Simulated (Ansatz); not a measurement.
TiAl3 (D022 type, space group I4/mmm)

```
TiAl3
1.0
   -1.91209     1.91209     4.28030
    1.91209    -1.91209     4.28030
    1.91209     1.91209    -4.28030
Al Ti
3 1
Cartesian
  0.00000   0.00000   4.28030
  0.00000   1.91209   2.14015
  1.91209   0.00000   2.14015
  0.00000   0.00000   0.00000
```

Scan: atom 4 (Ti, nearest neighbour Al at 2.704 Å; its periodic images, 3.8 Å or more away, move with it) is displaced along Cartesian x, direction (1.000, 0.000, 0.000) in Cartesian axes, by s. The other atoms stay.

Calculation: r2SCAN (plane waves to 500 eV, PAW, scalar-relativistic; Ansatz, a program for electronic structure). k mesh 14×14×14 (Γ-centred), Fermi-Dirac smearing 0.05 eV. E stands for the smeared free energy. Compression counts positive. With partly filled bands, energies and forces of such displacements shift with the k mesh and the smearing. F∥ is the force on the atom along that direction. TiAl3 is run without spin polarisation. TiAl3 was relaxed with its symmetry unable to fall. The zero of ΔE is the undisplaced structure.

| s (Å) | ΔE (meV/cell) | F∥ (eV/Å) | P (GPa) |
|---|---|---|---|
| -0.270 | 400 | 2.975 | 2.4 |
| -0.216 | 256 | 2.376 | 1.5 |
| -0.162 | 144 | 1.779 | 0.9 |
| -0.108 | 64 | 1.184 | 0.4 |
| -0.054 | 16 | 0.591 | 0.1 |
| 0.000 | 0 | 0.000 | 0.0 |
| 0.054 | 16 | -0.591 | 0.1 |
| 0.108 | 64 | -1.184 | 0.4 |
| 0.162 | 144 | -1.779 | 0.9 |
| 0.216 | 256 | -2.376 | 1.5 |
| 0.270 | 400 | -2.975 | 2.4 |

Read from the data:

```
Property                                                                                                                                         Result
--------------------------------------------------------  ---------------------------------------------------------------------------------------------
Energy at s = 0.270 Å                                                                                                                      400 meV/cell
Force along the line at s = -0.270 Å                                                                                                          2.97 eV/Å
Symmetry of the curve                                                                                                     even: the same for both signs
Shape of the curve                                                                       a single well with its minimum at or next to zero displacement
Force constant k = d²E/ds² at s = 0 (finite differences)                                                                                     10.9 eV/Å²
Harmonic estimate at the end of the scan                  ½ks² = 399 meV/cell against the computed 400 meV/cell, so the well is close to harmonic there
```

(A displaced cell: forces are minus the slopes of the energy, force constants its curvatures, and phonons follow from these.)
